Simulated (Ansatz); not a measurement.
The slice is one period of a {211} plane through atoms; its size isn't given.

The numbers are results of r2SCAN (plane waves to 500 eV, PAW, scalar-relativistic; Ansatz, a quantum-chemistry and plane-wave program), not measurements. These are valence fields of a PAW run, semicore shells included where kept as valence: close to a nucleus they are smooth pseudo fields.

```
|99998753110113578999|
|99998642100012468999|
|99987532100012357899|
|88876421000001246788|
|77654211000001124567|
|55432110000000112345|
|32221000000000001222|
|11110000000000000111|
|00000000000000000000|
|00000000000000000000|
|00000000000000000000|
|00000000000000000000|
|00000000000000000000|
|00000000000000000000|
|00000000000000000000|
|00000000000000000000|
|00000000000000000000|
|00000000000000000000|
|00000000000000000000|
|00000000000000000000|
|00000000000000000000|
|00000000000000000000|
|00000000000000000000|
|11110000000000000111|
|32221000000000001222|
|55432110000000112345|
|77654211000001124567|
|88876421000001246788|
|99987532100012357899|
|99998642100012468999|
|99998753110113578999|
|99999753210123579999|
```
Scale: ten equal steps from -0.68 (start of '0') to 0.71 (end of '9'), in the order '0123456789'. Values: log₁₀ of the valence density in e/Å³. The map has 20 points along u (one character each, u = 0 at the left) and 32 along v (v = 0 in the bottom row). The scale is logarithmic, as a density can span decades between atoms and voids.

```
|xxxxxxxx99885522000011000022558899xxxxxx|
|xxxxxx999988441100111111001144889999xxxx|
|xxxx9999886622000011221100002266889999xx|
|9999998866331100002222220000113366889999|
|8888775533110000113333331100001133557788|
|5555332200000011224444442211000000223355|
|1111000000001122445555554422110000000011|
|0000000000112233445555554433221100000000|
|1111111122333344555555555544333322111111|
|3333333333444444444444444444444433333333|
|4444444444444433333333333333444444444444|
|4444444433333333222222222233333333444444|
|4444443333222222222222222222222233334444|
|4433332222221111111111111111112222223333|
|3333222211111111111111111111111111222233|
|3333222211111111111111111111111111222233|
|3333222211111111111111111111111111222233|
|4433332222221111111111111111112222223333|
|4444443333222222222222222222222233334444|
|4444444433333333222222222233333333444444|
|4444444444444433333333333333444444444444|
|3333333333444444444444444444444433333333|
|1111111122333344555555555544333322111111|
|0000000000112233445555554433221100000000|
|1111000000001122445555554422110000000011|
|5555332200000011224444442211000000223355|
|8888775533110000113333331100001133557788|
|9999998866331100002222220000113366889999|
|xxxx9999886622000011221100002266889999xx|
|xxxxxx999988441100111111001144889999xxxx|
|xxxxxxxx99885522000011000022558899xxxxxx|
|xxxxxxxx99996622000011000022669999xxxxxx|
```
Scale: ten equal steps from 0.18 (start of '0') to 0.78 (end of '9'), in the order '0123456789'. Values: electron localisation function (ELF). The map has 20 points along u (two characters each, u = 0 at the left) and 32 along v (v = 0 in the bottom row). Points within 0.5 Å of a nucleus are blanked (x), as the pseudised field means little there.

Problem. Which relaxed crystal do these maps come from?
A) Mo (bcc, W type)
B) Nb (bcc, W type)
C) Na (bcc, W type)
D) V (bcc, W type)

Solution. B, Nb (bcc, W type). Atoms on the slice: Nb at (0.00, 0.00)

All were relaxed with their symmetry unable to fall. Mo is run without spin polarisation. Nb is run without spin polarisation. V is run without spin polarisation.
